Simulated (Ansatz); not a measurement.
## Rocksalt alloy of KCl and RbCl (20 of 32 K sites exchanged), 64 atoms

Ansatz, PAW, plane waves. PBEsol relaxation of volume and atoms (shape held) at the single k point (¼, ¼, ¼) without its symmetry partners; single points on the relaxed atoms at the single k point (¼, ¼, ¼) without its symmetry partners, onto which points of the small cell's zone fold. Arrangement: clustered. No spin–orbit coupling unless named.

Relaxed structure:

```
Cl Rb K
1.0
    12.87924    0.00000    0.00000
     0.00000   12.87924    0.00000
     0.00000    0.00000   12.87924
Cl Rb K
32 20 12
Direct
  0.25037 0.99517 0.99486
  0.25457 0.99895 0.50466
  0.25458 0.50478 0.99938
  0.25492 0.50123 0.50081
  0.74907 0.99958 0.99970
  0.74388 0.99516 0.50053
  0.74394 0.50077 0.00005
  0.74340 0.50476 0.50017
  0.00009 0.25042 0.00022
  0.00452 0.24999 0.50000
  0.00448 0.74983 0.00024
  0.00009 0.75009 0.50006
  0.49918 0.25535 0.00026
  0.49513 0.25061 0.50006
  0.49510 0.74571 0.00034
  0.49837 0.74945 0.50009
  0.00015 0.99996 0.25021
  0.00534 0.99981 0.74986
  0.00529 0.50040 0.24994
  0.00583 0.50031 0.75030
  0.49892 0.99467 0.25496
  0.49473 0.99476 0.74559
  0.49466 0.50509 0.25055
  0.49434 0.50516 0.74977
  0.24997 0.25525 0.25509
  0.25012 0.25062 0.74520
  0.25433 0.74562 0.25141
  0.25435 0.74953 0.74885
  0.74971 0.25033 0.25079
  0.74982 0.24995 0.74942
  0.74414 0.74974 0.25512
  0.74412 0.75006 0.74523
  0.00085 0.99963 0.99945
  0.00073 0.99948 0.50065
  0.00161 0.50064 0.00013
  0.00149 0.50062 0.50010
  0.49861 0.99823 0.99957
  0.25012 0.25153 0.99929
  0.74918 0.25075 0.00015
  0.74828 0.24993 0.50006
  0.74755 0.74961 0.00023
  0.25060 0.99893 0.25133
  0.74847 0.99894 0.25127
  0.74858 0.99891 0.74900
  0.74773 0.50113 0.25063
  0.74776 0.50113 0.74960
  0.00092 0.25073 0.25063
  0.00166 0.25002 0.74957
  0.00072 0.74959 0.25076
  0.00141 0.75011 0.74952
  0.49870 0.25139 0.25128
  0.49820 0.25070 0.74902
  0.49789 0.99717 0.50094
  0.49718 0.50264 0.00014
  0.49719 0.50268 0.50016
  0.25129 0.25106 0.50096
  0.25190 0.74853 0.99906
  0.25278 0.74919 0.50100
  0.74548 0.75000 0.50011
  0.25127 0.99819 0.74833
  0.25198 0.50181 0.25112
  0.25202 0.50189 0.74908
  0.49787 0.74849 0.25202
  0.49724 0.74926 0.74833
```

Problem. What are the mean bond lengths by pair (pairs within 1.2 times the sum of covalent radii, less contacts 15 % beyond the pair's median; cation–cation pairs of compounds aside; long ionic contacts are cut short by that bound)?

Solution. Cl–K 3.184 ± 0.040 Å (standard deviation, 72 bonds); Cl–Rb 3.242 ± 0.035 Å (standard deviation, 120 bonds).

Problem. What gap lies between the top filled and the lowest empty level in the single points?

Solution. r²SCAN 6.14 eV (8.5 s on NVIDIA GB300). Away from Γ this isn't the crystal's band gap.
